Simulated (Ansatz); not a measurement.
Relaxed Ga (space group Cmce):

```
CELL_PARAMETERS angstrom
      4.57459    -7.73991     0.00000
      2.28730     3.86995     0.00000
      0.00000     0.00000     4.58772
ATOMIC_POSITIONS crystal
  Ga 0.07816 0.84368 0.91773
  Ga 0.57816 0.84368 0.91773
  Ga 0.42184 0.15632 0.08227
  Ga 0.92184 0.15632 0.08227
  Ga 0.17184 0.65632 0.41773
  Ga 0.67184 0.65632 0.41773
  Ga 0.32816 0.34368 0.58227
  Ga 0.82816 0.34368 0.58227
```

A phonon eigenvector at S = (0.5, 0.0, 0.0) is frozen into this cell: atom i moves by Q times the vector below, so Q is the largest atomic displacement, in Å. The cell is held. It is one choice among 2 degenerate patterns. (q is in reciprocal vectors of the primitive cell; the cell shown is doubled to hold the pattern.)

| atom | x | y | z |
|---|---|---|---|
| Ga1 | -0.103 | -0.039 | -0.015 |
| Ga2 | 0.103 | 0.039 | 0.015 |
| Ga3 | -0.778 | 0.334 | 0.062 |
| Ga4 | 0.778 | -0.334 | -0.062 |
| Ga5 | -0.448 | 0.295 | -0.065 |
| Ga6 | 0.448 | -0.295 | 0.065 |
| Ga7 | -0.892 | 0.444 | -0.088 |
| Ga8 | 0.892 | -0.444 | 0.088 |

All values below come from PBE (plane waves to 420 eV, PAW, scalar-relativistic; Ansatz, a program for electronic structure). k mesh 6×12×10 (Γ-centred), Fermi-Dirac smearing 0.05 eV. The energy includes the smearing's −TS. With partly filled bands, energies and forces of such displacements shift with the k mesh and the smearing. Ga was relaxed with its symmetry unable to fall. ΔE is measured from the undisplaced structure. The last digit holds for this mesh only.

| Q (Å) | ΔE (meV/cell) |
|---|---|
| -0.1000 | 93.3 |
| -0.0833 | withheld |
| -0.0667 | 41.3 |
| -0.0500 | 23.2 |
| -0.0333 | 10.3 |
| -0.0167 | 2.6 |
| 0.0000 | 0.0 |
| 0.0167 | 2.6 |
| 0.0333 | 10.3 |
| 0.0500 | 23.2 |
| 0.0667 | 41.3 |
| 0.0833 | withheld |
| 0.1000 | 93.3 |

Question: Fit an even polynomial form (powers 2, 4) to the given rows and predict ΔE at Q = 0.0833.

Answer: Least squares on the 11 given rows: ΔE = (9256)·Q² + (7396)·Q⁴, in meV/cell with Q in Å; root-mean-square residual 0.02 meV/cell. At 0.0833 the fit gives 64.6 meV/cell; the calculation gives 64.6 meV/cell, the same to the digits shown. The quadratic term alone would give 64.2 meV/cell.

(A displaced cell: forces are minus the slopes of the energy, force constants its curvatures, and phonons follow from these.)
